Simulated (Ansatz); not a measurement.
BiB (rock salt, Fm-3m) at seven volumes, the program Ansatz at the PBE level (PAW), scaled uniformly. One row is withheld.

| V (Å³/atom) | P (GPa) |
|---|---|
| 16.714 | 9.46 |
| 17.265 | 5.82 |
| 17.816 | 2.67 |
| 18.367 | 0.00 |
| 18.918 | -2.25 |
| 19.469 | ? |
| 20.020 | -5.84 |

Problem. Fit the shown pressures and predict the withheld one.

Solution. P = (3/2)B₀(x^(7/2) − x^(5/2))[1 + (3/4)(B′ − 4)(x − 1)] with x = (V₀/V)^(2/3). Least squares on the six rows gives V₀ = 18.370 Å³/atom, B₀ = 81.7 GPa, B′ = 4.31. At V = 19.469, x = 0.9620 and P = -4.19 GPa. The run itself gave -4.20 GPa.

The cell is a constructed one: a structure type filled with these elements; neither database checked (COD, Materials Project) lists it. Its standing as an ambient phase is unchecked. The PBE relaxation kept the symmetry of its start; its stability against distortions is not shown here. Scalar-relativistic: spin–orbit coupling is off unless named, which matters more the heavier the elements.

Potentials: the later of the program's two PAW sets.
